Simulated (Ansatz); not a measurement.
Cs6AlSb3: Sb-123 NMR of the central transition

Cell: a structure deposited in the COD, its atoms then relaxed with PBE in this cell.

```cif
data_Cs6AlSb3
_symmetry_space_group_name_H-M 'P2_1/m'
_symmetry_Int_Tables_number 11
_cell_length_a 10.8446
_cell_length_b 6.5069
_cell_length_c 12.7074
_cell_angle_alpha 90.000
_cell_angle_beta 100.950
_cell_angle_gamma 90.000
loop_
_atom_site_label
_atom_site_type_symbol
_atom_site_symmetry_multiplicity
_atom_site_Wyckoff_symbol
_atom_site_fract_x
_atom_site_fract_y
_atom_site_fract_z
Cs1 Cs 2 e 0.6195 0.2500 0.1748
Cs3 Cs 2 e 0.2549 0.2500 0.2831
Cs5 Cs 2 e 0.9575 0.2500 0.4223
Cs7 Cs 2 e 0.5978 0.2500 0.8653
Cs9 Cs 2 e 0.6311 0.2500 0.5186
Cs11 Cs 2 e 0.9470 0.2500 0.0521
Al Al 2 e 0.8248 0.7500 0.2209
Sb15 Sb 2 e 0.6885 0.7500 0.3764
Sb17 Sb 2 e 0.0720 0.7500 0.2683
Sb19 Sb 2 e 0.7124 0.7500 0.0173
```

One atom of each set is listed.

The numbers come from a DFT calculation in Ansatz (PBE, plane waves and PAW (field gradients read without the response of the frozen cores, which leaves them typically 4 to 6 % off), scalar-relativistic, 420 eV cutoff, Γ-centred 3×5×3 k-points, Fermi–Dirac smearing 0.02 eV).

Sb-123 has I = 7/2 and Q = -692.0 mb (Pyykkö 2018); at 23.5 T its Larmor frequency is ν₀ = 130.5 MHz (from the bare nuclear moment; shielding lowers the observed one by a per cent or two). Only the quadrupole interaction is simulated: positions count from each site's isotropic chemical shift, and shift anisotropy, dipolar and J coupling are left out.

(1) Give C_Q, η, the quadrupolar product P_Q = |C_Q|(1 + η²/3)^½, the second-order isotropic shift and the breadth of the pattern (static powder) for each Sb site.

Results:

(1) 

| site | first shell | C_Q (MHz) | η | P_Q (MHz) | δ_QIS (ppm) | breadth (kHz) |
| --- | --- | --- | --- | --- | --- | --- |
| Sb15 | 1 Al at 2.68 Å | -180 | 0.87 | 202 | -6095 | 5940 |
| Sb17 | 1 Al at 2.63 Å | 218 | 0.61 | 231 | -7972 | 7477 |
| Sb19 | 1 Al at 2.64 Å | 230 | 0.88 | 258 | -9988 | 9743 |

δ_QIS = −(ν_Q²/30ν₀²)[I(I+1) − 3/4](1 + η²/3) × 10⁶ ppm with ν_Q = 3|C_Q|/[2I(2I−1)]; it falls as 1/B₀² in ppm, and the breadth as 1/B₀ in kHz.

Without spin–orbit coupling (the program notes it for Sb) the gradients can shift somewhat, as the gap is small.

The relaxation (3 steps) took 13 min of wall time (13 min of CPU time) and 2 GiB at its peak, on 1 thread of AMD EPYC (Zen 3) (x86_64; 62 cores open to the job, memory cap 3.0 GiB, no GPU), a shared host with a load of 1.0 a core.
